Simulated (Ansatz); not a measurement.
Method: DFT PBE, scalar-relativistic, plane waves, PAW in Ansatz 0.2.0. Settings: cutoff 420 eV, Γ-centred meshes spaced at most about 0.3 Å⁻¹, and about 0.25 Å⁻¹ or finer for metals (2π included), Gaussian smearing. No spin polarisation in the final relaxations.

All energies are static (0 K, no zero-point motion).

Compare these two cells of GeCl₃, each relaxed at this level.

A.

```
Ge Cl
1.0
    -3.10964    3.10964    2.56267
     3.10964   -3.10964    2.56267
     3.10964    3.10964   -2.56267
Ge Cl
1 3
Direct
  0.50000 0.50000 0.00000
  0.75000 0.25000 0.50000
  0.25000 0.75000 0.50000
  0.00000 0.00000 0.00000
```

B.

```
Ge Cl
1.0
     2.82067    0.00000    0.00000
     0.00000    2.82067    0.00000
     0.00000    0.00000   13.35429
Ge Cl
1 3
Direct
  0.00000 0.00000 0.00000
  0.00000 0.00000 0.18807
  0.00000 0.00000 0.50000
  0.00000 0.00000 0.81193
```

**Question.** Which form is favoured at zero pressure, and by what margin per atom?

**Answer.** A is lower, by 290 meV/atom. A has space group I4/mmm (No. 139), 24.8 Å³/atom and no gap on its mesh; B has space group P4/mmm (No. 123), 26.6 Å³/atom and no gap. In A, Ge has 2 Cl at 2.56 Å; around Cl on a site of symmetry -4m2 lie 2 Cl at 2.56 Å; Cl on a site of symmetry 4/mmm has 2 Ge at 2.56 Å. In B, Ge has 2 Cl at 2.51 Å and 4 Ge at 2.82 Å; Cl on a site of symmetry 4mm has 1 Ge at 2.51 Å and 4 Cl at 2.82 Å; Cl on a site of symmetry 4/mmm is surrounded by 4 Cl at 2.82 Å. Both come from invented guesses. A third cell relaxed alike, in Pm-3m, lies 0.47 eV/atom below the lower of the two.

No dispersion correction is applied, so the spacing and binding between layers, chains or molecules are poorly described (I4/mmm, P4/mmm), and this can change margins and order among such cells. In I4/mmm, P4/mmm an odd number of electrons in the primitive cell allows no gap without spin; a larger cell or a magnetic state could open one. A magnetic state wasn't ruled out in cells without spin, among them P4/mmm. Cells relaxed within their symmetry can be saddle points.
